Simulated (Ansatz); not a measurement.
# Profile along the Si–Si line in WSi2 (MoSi2 type, space group I4/mmm)

WSi₂ (MoSi2 type, space group I4/mmm)

```
WSi2
1.0
   -1.60128     1.60128     3.90784
    1.60128    -1.60128     3.90784
    1.60128     1.60128    -3.90784
W Si
1 2
Direct
  0.00000   0.00000   0.00000
  0.33453   0.33453   0.00000
  0.66547   0.66547   0.00000
```

Fields along a shortest Si–Si line of a (100) plane (2.59 Å), from Si to Si, interpolated on the slice's grid (step about 0.2 Å). Level of theory: PBEsol (plane waves to 420 eV, PAW, scalar-relativistic; Ansatz, a program for electronic structure). k mesh 20×20×20. These are valence fields of a PAW run, semicore shells included where kept as valence: close to a nucleus they are smooth pseudo fields. Spin-orbit coupling is left out, though W is heavy. WSi2 is run without spin polarisation. WSi2 was relaxed with its symmetry unable to fall.

```
distance from Si (Å)  valence electron density (e/Å³)  electron localisation function
--------------------  -------------------------------  ------------------------------
0.00                                             0.05                               x
0.26                                             0.10                               x
0.52                                             0.27                            0.20
0.78                                             0.38                            0.41
1.04                                             0.35                            0.46
1.29                                             0.33                            0.43
1.55                                             0.35                            0.46
1.81                                             0.38                            0.41
2.07                                             0.27                            0.20
2.33                                             0.10                               x
2.59                                             0.05                               x
```

x: too close to a nucleus for the ELF to mean much.

Density on the Si–Si line (2.59 Å) at its midpoint: 0.33 e/Å³. ELF at that point: 0.43.
